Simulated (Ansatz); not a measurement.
AlGaN$_{2}$:
```
CELL_PARAMETERS angstrom
      3.14411     0.00000     0.00000
     -1.57206     2.72288     0.00000
      0.00000     0.00000    10.17747
ATOMIC_POSITIONS crystal
  Ga 0.33333 0.66667 0.00405
  N  0.33333 0.66667 0.19632
  Ga 0.66667 0.33333 0.26022
  N  0.66667 0.33333 0.45320
  Al 0.33333 0.66667 0.50977
  N  0.33333 0.66667 0.69592
  Al 0.66667 0.33333 0.75330
  N  0.66667 0.33333 0.93938
```

r²SCAN in the plane-wave PAW code Ansatz gives a gap of 3.27 eV without spin–orbit coupling, maximum at Γ, minimum at Γ.

Question: What happens when spin–orbit coupling is switched on?

Answer: The gap shrinks by 0.01 eV, to 3.26 eV; maximum at Γ, minimum at Γ.

Question: Give the electron effective mass with spin–orbit coupling.

Answer: 0.25 mₑ (isotropic).

Question: Give the hole effective mass with spin–orbit coupling.

Answer: 0.49, 0.49, 10 mₑ (principal values).

Space group P3m1. The start of the workflow was typed in or built on a structure type; the Crystallography Open Database copy checked does not list it. Whether it is the stable phase at ambient conditions was not checked. Symmetry was held in the r²SCAN relaxation; whether a distortion lowers the energy is not shown.

Potentials: the earlier of the program's two PAW sets.
